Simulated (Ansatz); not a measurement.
CaP3:
```yaml
crystal:
  lattice:
    - [-5.59298, 0.00000, 0.00000]
    - [-1.00689, -1.75133, -5.31018]
    - [-1.46814, -5.45904, 0.00000]
  atoms:
    - { symbol: Ca, position: [0.32344, 0.35409, 0.35956] }
    - { symbol: Ca, position: [0.67656, 0.64591, 0.64044] }
    - { symbol: P, position: [0.40066, 0.90212, 0.19962] }
    - { symbol: P, position: [0.59934, 0.09788, 0.80038] }
    - { symbol: P, position: [0.99366, 0.99930, 0.80329] }
    - { symbol: P, position: [0.00634, 0.00070, 0.19671] }
    - { symbol: P, position: [0.87367, 0.39336, 0.17585] }
    - { symbol: P, position: [0.12633, 0.60664, 0.82415] }
```

Relaxed with r²SCAN.

Q: Give the Bader charges and basin volumes of the independent atoms, r²SCAN (plane waves, PAW; program Ansatz).

A: 

| atom | Bader charge (e) | Bader volume (Å³) |
|---|---|---|
| Ca1 | +1.45 | 13.8 |
| P3 | -0.62 | 23.9 |
| P5 | -0.20 | 19.2 |
| P7 | -0.63 | 24.2 |

Space group P-1. The workflow started from a Materials Project entry (that database holds measured and hypothetical structures alike); the Crystallography Open Database copy checked does not list it. Whether it is the stable phase at ambient conditions was not checked. The r²SCAN relaxation kept the symmetry of its start; whether a distortion lowers the energy is not shown.

Potentials: the later of the program's two PAW sets.
